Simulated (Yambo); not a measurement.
Cs$_{2}$NaScF$_{6}$ (space group Fm-3m, No. 225), G0W0@LDA in Yambo (2×2×2 mesh, plasmon pole; 8 Ry block, no terminator). The number N of bands in W and G is varied.

```json
[
 {"N": "129", "x = 1/N": "0.00775", "gap Γ → Γ (eV)": "12.245", "shift of the valence edge (eV)": "-1.737"},
 {"N": "191", "x = 1/N": "0.00524", "gap Γ → Γ (eV)": "12.052", "shift of the valence edge (eV)": "-1.823"},
 {"N": "264", "x = 1/N": "0.00379", "gap Γ → Γ (eV)": "11.984", "shift of the valence edge (eV)": "-1.902"},
 {"N": "342", "x = 1/N": "0.00292", "gap Γ → Γ (eV)": "?", "shift of the valence edge (eV)": "?"}
]
```

Task: Basis-set arguments suggest E = E∞ + A x. Fix A and E∞ from the two rows above the withheld one, predict the row at 342 bands, and test the form.

Result: Gap: A = (11.984 − (12.052))/(0.00379 − 0.00524) = 46.9, E∞ = 11.806 eV, so 11.943 eV is predicted; the run gave 11.908 eV (miss 35 meV). The first two rows have slope 76.9, so the form doesn't hold yet over the whole range. Shift: A = (-1.902 − (-1.823))/(0.00379 − 0.00524) = 54.5, E∞ = -2.108 eV, so -1.949 eV is predicted; the run gave -1.959 eV (miss 10 meV). The first two rows have slope 34.3, so the form doesn't hold yet over the whole range. The other settings are held fixed.

Geometry of the Materials Project entry, not relaxed at this level; primitive cell a = 6.3589 Å, b = 6.3589 Å, c = 6.3589 Å, α = 60.00°, β = 60.00°, γ = 60.00°.

The structure is a Materials Project entry; no match was found in the copy of COD used, and its stability was not checked.

A shift is the quasiparticle energy of the state minus its LDA energy.
